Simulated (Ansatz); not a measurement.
MgZnO$_{2}$:
```xyz
4
Lattice="3.2654 0.0000 0.0000 -1.6327 2.8279 0.0000 0.0000 0.0000 5.1240" Properties=species:S:1:pos:R:3 pbc="T T T"
Mg     0.0000     1.8853     2.5419
Zn     1.6327     0.9426     0.0143
O      0.0000     1.8853     4.5331
O      1.6327     0.9426     1.9903
```

Relaxed with PBEsol. Special points in fractions of this cell's reciprocal vectors: Γ (0.000, 0.000, 0.000); M (0.500, 0.000, 0.000); K (0.333, 0.333, 0.000); A (0.000, 0.000, 0.500); L (0.500, 0.000, 0.500); H (0.333, 0.333, 0.500).

Q: List the band energies nearest the valence-band maximum at these points for plane-wave PAW PBEsol (Ansatz code).

A: In eV from the valence-band maximum; about four levels below and three above (degenerate sets whole), none deeper than 8.9 eV; points with the same levels are listed once.

```tsv
k	below	above
Γ	-1.34 -1.34 -0.21 0.00 0.00	1.70 6.71 8.90
M	-2.55 -2.03 -1.30 -0.81	6.50 7.14 7.71
K	-2.44 -2.00 -1.64 -1.62	7.61 7.99 7.99
A	-1.25 -1.25 -0.05 -0.05	3.86 4.96 11.21
L	-1.75 -1.69 -1.08 -0.78	6.03 6.44 8.71
H	-2.63 -2.12 -1.19 -0.80	7.69 8.17 8.49
```

Space group P3m1. The workflow started from a Materials Project entry (that database holds measured and hypothetical structures alike); the Crystallography Open Database copy checked does not list it. With Mg and Zn taken as one species the cell has the higher symmetry P6_3mc, so it may be an ordered model of a mixed-site phase. Whether it is the stable phase at ambient conditions was not checked. Symmetry was held in the PBEsol relaxation; of distortions, only those at the zone centre were tested.

Potentials: the later of the program's two PAW sets.
